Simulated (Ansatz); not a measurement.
Ta$_{2}$O$_{5}$:
```cif
data_O10Ta4
_chemical_formula_sum 'Ta4 O10'
_space_group_name_H-M_alt 'Pbam'
_space_group_IT_number 55
_space_group_name_Hall '-P 2 2ab'
_cell_length_a 6.19562
_cell_length_b 7.32563
_cell_length_c 3.78672
_cell_angle_alpha 90.000
_cell_angle_beta 90.000
_cell_angle_gamma 90.000
loop_
_atom_site_label
_atom_site_type_symbol
_atom_site_symmetry_multiplicity
_atom_site_Wyckoff_symbol
_atom_site_fract_x
_atom_site_fract_y
_atom_site_fract_z
_atom_site_occupancy
Ta1 Ta 4 g 0.22404 0.38032 0.00000 1
O1 O 4 h 0.19826 0.34181 0.50000 1
O2 O 2 a 0.00000 0.00000 0.00000 1
O3 O 4 g 0.38948 0.13966 0.00000 1
```

This is the PBEsol-relaxed structure.

Q: All from plane-wave PAW PBEsol (Ansatz code), unless another level is named. Estimate the Young's modulus.

A: 230 GPa.

Q: And the highest zone-centre frequency (without LO–TO term)?

A: 863 cm⁻¹.

The workflow started from a Materials Project entry (that database holds measured and hypothetical structures alike); the Crystallography Open Database copy checked does not list it. COD files the formula under space group No. 49. Whether it is the stable phase at ambient conditions was not checked. Symmetry was held in the PBEsol relaxation; its stability against distortions is not shown here. The run is not spin-polarised. Spin–orbit coupling is left out wherever it is not named.

Potentials: the later of the program's two PAW sets.
